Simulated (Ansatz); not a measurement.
LiCl (rock salt, Fm-3m), plane-wave PAW PBEsol (Ansatz code). The conduction-band minimum lies at Γ, with 1 equivalent valley. Second derivatives d²E/dk² of the lowest band at one valley (eV·Å²), along Cartesian directions:

```json
[
 {"direction": "[100]", "d²E/dk²": "16.54"},
 {"direction": "[010]", "d²E/dk²": "16.54"},
 {"direction": "[001]", "d²E/dk²": "16.54"},
 {"direction": "[110]", "d²E/dk²": "16.53"},
 {"direction": "[101]", "d²E/dk²": "16.53"},
 {"direction": "[011]", "d²E/dk²": "16.53"}
]
```

Question: Find the principal effective masses, the density-of-states mass and the conductivity mass.

Answer: Off-diagonal terms follow from H_xy = H[110] − (H_xx + H_yy)/2, and m*/mₑ = 7.620 eV·Å² over each eigenvalue: 0.46, 0.46, 0.46. One valley's DOS mass (m₁m₂m₃)^(1/3) = 0.46, conductivity mass 3/(Σ 1/mᵢ) = 0.46 mₑ.

Question: What effective density of states Nc follows at 300 K for parabolic valleys?

Answer: Nc = 2.509e19 × 1 × (0.46)^(3/2) ≈ 7.8e18 cm⁻³.

The PBEsol relaxation kept the symmetry of its start.

Potentials: the later of the program's two PAW sets.

Edges and masses are those of Kohn–Sham bands, whose gap is no quasiparticle gap.
